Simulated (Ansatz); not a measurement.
Phonons of a relaxed structure of GaN by density-functional perturbation theory (low response-accuracy setting, no LO–TO term) at Γ and zone-boundary points with q components 0 or ½ of the primitive reciprocal vectors. Calculation: r2SCAN (plane waves to 500 eV, PAW, scalar-relativistic; Ansatz, an electronic-structure program). Γ-centred k-mesh 10×10×10, Fermi–Dirac smearing 0.05 eV.

```
CELL_PARAMETERS angstrom
      0.00000     2.24908     2.24908
      2.24908     0.00000     2.24908
      2.24908     2.24908     0.00000
ATOMIC_POSITIONS crystal
  N  0.75000 0.75000 0.75000
  Ga 0.00000 0.00000 0.00000
```

Space group F-43m (No. 216), zinc blende type.

### Question
Are there soft modes? Where, and how strong?

### Answer
No instability shows at these points (nothing beyond 15i cm⁻¹, the threshold used here). Other wavevectors were not sampled, so this does not prove stability.

### Question
Give the phonon wavenumbers.

### Answer
```tsv
q	wavenumbers (cm⁻¹; i marks imaginary)
Γ	0 (×3), 545 (×3)
L (½, 0, 0)	140 (×2), 341, 569 (×2), 696
X (½, ½, 0)	195 (×2), 347, 609 (×2), 687
```

No spin polarisation in the result.
